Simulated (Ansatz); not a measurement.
Na (bcc (W type)), relaxed and computed with several functionals in Ansatz (plane waves, PAW).

```
functional  a (Å)  B₀ by P(V) fit (GPa)
----------  -----  --------------------
LDA         4.053                   9.1
PBE         4.197                   7.8
r²SCAN      4.224                   7.6
PBEsol      4.171                   7.9
```

All cells were relaxed under the symmetry of their starts (and spin orders); stability against distortions was not tested throughout.

Potentials: the earlier of the program's two PAW sets. The files were generated under PBE; for other functionals the program regenerates the frozen cores, and for LDA and PBEsol the local potential too.

Ansatz (a quantum-chemistry and plane-wave program) is a plane-wave DFT program.
